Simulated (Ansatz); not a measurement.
Input:

ZrO2 (baddeleyite type, space group P2_1/c)

```yaml
crystal:
  lattice:
    - [5.15426, 0.00000, 0.00000]
    - [0.00000, 5.22574, 0.00000]
    - [-0.87172, 0.00000, 5.25957]
  atoms:
    - { symbol: Zr, position: [0.27613, 0.04213, 0.20973] }
    - { symbol: Zr, position: [0.72387, 0.54213, 0.29027] }
    - { symbol: Zr, position: [0.72387, 0.95787, 0.79027] }
    - { symbol: Zr, position: [0.27613, 0.45787, 0.70973] }
    - { symbol: O, position: [0.06882, 0.33282, 0.34470] }
    - { symbol: O, position: [0.93118, 0.83282, 0.15530] }
    - { symbol: O, position: [0.93118, 0.66718, 0.65530] }
    - { symbol: O, position: [0.06882, 0.16718, 0.84470] }
    - { symbol: O, position: [0.44966, 0.75727, 0.47782] }
    - { symbol: O, position: [0.55034, 0.25727, 0.02218] }
    - { symbol: O, position: [0.55034, 0.24273, 0.52218] }
    - { symbol: O, position: [0.44966, 0.74273, 0.97782] }
```

This relaxed cell (volume V₀) is scaled evenly in all directions, its shape held. The atoms relax within the cell's symmetry.

These are r2SCAN (plane waves to 500 eV, PAW, scalar-relativistic; Ansatz, an electronic-structure program) values and carry that method's errors. k mesh 5×5×5 (Γ-centred), Fermi-Dirac smearing 0.05 eV. The energy includes the smearing's −TS. Compression counts positive. The points do not follow one Birch-Murnaghan curve well, so no fit is quoted. ZrO2 is run without spin polarisation. ZrO2 was relaxed with its symmetry unable to fall. The zero of ΔE is the relaxed starting cell.

The scan covers V/V₀ from 0.840 to 1.160 in 11 points.

Q: What is ΔE at V/V₀ = 0.840?

A: 220.6 meV/atom.

Q: What pressure does the cell carry at V/V₀ = 0.840?

A: 42.0 GPa.

Q: What is ΔE at V/V₀ = 1.160?

A: 123.3 meV/atom.

(A scan under strain: stresses follow from slopes of the energy per volume, elastic moduli from its curvatures.)
